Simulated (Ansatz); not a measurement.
The start is a relaxed Sc3In cell with every coordinate shifted by Gaussian noise of σ = 0.45 Å. A full variable-cell relaxation at zero pressure is run with r2SCAN (plane waves to 500 eV, PAW, scalar-relativistic; Ansatz, an electronic-structure program). First-step values are on the input's coarse k-mesh.

Ansatz input (later rounds restart from its end on a renewed k-mesh):
Ansatz 0.2 input:
```yaml
crystal:
  lattice:
    - [4.5254546618, 0, 0]
    - [0, 4.5254546618, 0]
    - [0, 0, 4.5254546618]
  atoms:
    - { symbol: Sc, position: [0.4755699467, 0.4919213409, -0.1012674159] }
    - { symbol: Sc, position: [0.0178470683, 0.6733265593, 0.3495496635] }
    - { symbol: Sc, position: [0.4661025576, -0.0902606011, 0.5826935128] }
    - { symbol: In, position: [-0.0465017589, 0.0931137501, -0.0685368038] }
basis: { ecutwfc: 500, ecutrho_ratio: 4, xc_grid: 4, fft_grid_basis: typed }
kpoints: { mp_grid: { grid: [7, 7, 7] } }
hamiltonian:
  xc: r2scan
  dispersion: none
  pseudopotentials: { kind: paw }
scf: { occupations: { method: fermi_dirac, width: 0.05 } }
relax: { f_tol: 0.01, max_steps: 100, cell: { stress_tol: 0.02 } }
output: { forces: true, stress: true }
```

**Question.** How do the shortest distances between atoms change?

**Answer.** The closest pairs of elements (up to four, under 3.6 Å), start → end: Sc–Sc 2.37 → 3.20 Å; In–Sc 2.70 → 3.20 Å.

**Question.** Is the relaxed structure metallic? Give its gap.

**Answer.** Zero (metallic).

The end point of the relaxation:

Space group Pm-3m (No. 221); a = 4.5252 Å, b = 4.5252 Å, c = 4.5252 Å, α = 90.00°, β = 90.00°, γ = 90.00°

```
atom  site  symmetry       x       y       z
----  ----  --------  ------  ------  ------
Sc      3c    4/mm.m  0.0000  0.5000  0.5000
In      1a      m-3m  0.0000  0.0000  0.0000
```

Final values are on a 10×10×10 k-mesh of the relaxed cell. The start holds a very short contact (Sc–Sc 2.37 Å). No spin polarisation in the result. A magnetic state may lie lower.

The cell that was disturbed is our relaxation of an entry of Materials Project.
